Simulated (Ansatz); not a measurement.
Theory: Ansatz 0.2.0, DFT PBE, scalar-relativistic, plane waves, PAW. All cells share a 420 eV cutoff and Γ-centred k meshes spaced at most about 0.3 Å⁻¹ (about 0.25 or finer for metals, 2π included). No spin polarisation in the final relaxations.

Temperature and zero-point effects are left out.

Two relaxed structures of CaSn₃N₂:

A.

```
CELL_PARAMETERS angstrom
6.33146 0.00000 0.00000
-3.16573 5.48320 0.00000
0.00000 0.00000 3.41132
ATOMIC_POSITIONS crystal
Ca 0.00000 0.00000 0.50000
Sn 0.00000 0.50000 0.00000
Sn 0.50000 0.00000 0.00000
Sn 0.50000 0.50000 0.00000
N 0.33333 0.66667 0.50000
N 0.66667 0.33333 0.50000
```

B.

```
CELL_PARAMETERS angstrom
3.34631 0.00000 0.00000
0.00000 11.47270 0.00000
0.00000 0.00000 6.32058
ATOMIC_POSITIONS crystal
Ca 0.00000 0.00000 0.05975
Ca 0.50000 0.50000 0.94025
Sn 0.00000 0.23761 0.76142
Sn 0.00000 0.76239 0.76142
Sn 0.50000 0.26239 0.23858
Sn 0.50000 0.73761 0.23858
Sn 0.50000 0.00000 0.59506
Sn 0.00000 0.50000 0.40494
N 0.50000 0.13630 0.92183
N 0.50000 0.86370 0.92183
N 0.00000 0.36370 0.07817
N 0.00000 0.63630 0.07817
```

Task: Which is lower in energy, and by how much?

Result: B is lower, by 0.54 eV/atom. A has space group P6/mmm (No. 191), 19.7 Å³/atom and no gap on its mesh; B has space group Pmmn (No. 59), 20.2 Å³/atom and no gap. Counting N atoms around Ca and Sn (those within 1.25 times the shortest such distance or 1.15 times the sum of covalent radii; the shortest distance is added where it is long for a bond; a slash parts the counts of unlike sites), A has Ca 6 from 3.7 Å, Sn 4 from 2.5 Å and B has Ca 4, Sn 2 from 2.6 Å/3. In A, Ca is surrounded by 2 Ca at 3.41 Å, 12 Sn at 3.60 Å and 6 N at 3.66 Å; around Sn lie 4 N at 2.50 Å, 4 Sn at 3.17 Å, 2 Sn at 3.41 Å and 4 Ca at 3.60 Å; around N lie 6 Sn at 2.50 Å, 2 N at 3.41 Å, 3 Ca at 3.66 Å and 3 N at 3.66 Å. In B, Ca has 4 N at 2.45 Å, 4 Sn at 3.31–3.38 Å and 2 Ca at 3.35 Å; around Sn on a site of symmetry m lie 2 N at 2.28 Å, 1 N at 2.47 Å and 1 Ca at 3.31 Å; N is surrounded by 2 Sn at 2.28 Å, 2 Ca at 2.45 Å and 2 Sn at 2.47–2.59 Å; 1 more site not described. Both come from invented guesses.

Cells relaxed within their symmetry can be saddle points.
